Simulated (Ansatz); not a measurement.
NiMoP (space group P-62m)

Space group P-62m (No. 189); a = b = 5.794 Å, c = 3.708 Å, α = β = 90.00°, γ = 120.00°

```json
[
 {"atom": "Ni", "site": "3f", "symmetry": "m2m", "x": "0.0000", "y": "0.2503", "z": "0.0000"},
 {"atom": "Mo", "site": "3g", "symmetry": "m2m", "x": "0.4147", "y": "0.4147", "z": "0.5000"},
 {"atom": "P", "site": "1b", "symmetry": "-62m", "x": "0.0000", "y": "0.0000", "z": "0.5000"},
 {"atom": "P", "site": "2c", "symmetry": "-6..", "x": "0.3333", "y": "0.6667", "z": "0.0000"}
]
```

This relaxed cell (volume V₀) is scaled evenly in all directions, its shape held. The atoms relax within the cell's symmetry.

All values below come from PBEsol (plane waves to 420 eV, PAW, scalar-relativistic; Ansatz, a first-principles code). k mesh 9×9×13 (Γ-centred), Fermi-Dirac smearing 0.05 eV. E stands for the smeared free energy. Stress and pressure are positive under compression. NiMoP is run without spin polarisation. NiMoP was relaxed with its symmetry unable to fall. ΔE is measured from the relaxed starting cell.

Q: What ΔE (meV/atom) and P (GPa) does the calculation give at V/V₀ = 0.940, 0.955, 0.970, 0.985, 1.015, 1.030, 1.045, 1.060?

A: 
| V/V₀ | ΔE (meV/atom) | P (GPa) |
|---|---|---|
| 0.940 | 40 | 19.0 |
| 0.955 | 22 | 13.6 |
| 0.970 | 9 | 8.7 |
| 0.985 | 2 | 4.2 |
| 1.015 | 2 | -3.8 |
| 1.030 | 8 | -7.3 |
| 1.045 | 18 | -10.5 |
| 1.060 | 32 | -13.5 |

(Under strain, the slope of the energy per volume gives the stress and its curvature an elastic modulus.)
